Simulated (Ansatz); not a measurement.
A geometry of SnO away from equilibrium: the start of the relaxation of a relaxed SnO cell displaced along its unstable phonon at q = Γ (188i cm⁻¹), largest move 0.15 Å. Level of theory: PBE (plane waves to 420 eV, PAW, scalar-relativistic; Ansatz, a quantum-chemistry and plane-wave program). Γ-centred k-mesh 7×7×11 on the run's cell (coarser than for final values), Fermi–Dirac smearing 0.05 eV.

```xyz
4
Lattice="3.2288 -3.6522 0.0000 3.2288 3.6522 0.0000 0.0000 0.0000 2.9767" Properties=species:S:1:pos:R:3 pbc="T T T"
Sn     1.7930    -0.0162     0.0000
Sn     4.6647     0.0162     0.0000
O      3.3788     1.2463     1.4883
O      3.0788    -1.2463     1.4883
```

Problem. Which atoms carry the largest force, and which way does it point?

Solution. 0.27 eV/Å, on Sn1, Sn2 (atoms numbered as listed); on Sn1 its components are (-0.16, -0.22, 0.00).

Problem. What is the pressure?

Solution. +0.6 GPa, compression positive.

Problem. How much energy per atom can still be gained by relaxing?

Solution. 0.23 eV/atom; the path ends in Pmma (No. 51).

No spin polarisation in the result.

The run could not lose the symmetry of its start: the end is stationary, and may be a saddle point rather than a minimum.

The end of the path is a generated cell of SnO: the first start was made by placing the elements on the sites of a structure type, and the end was not matched to a known phase here, so it may be hypothetical. Known forms of SnO include space group No. 129.
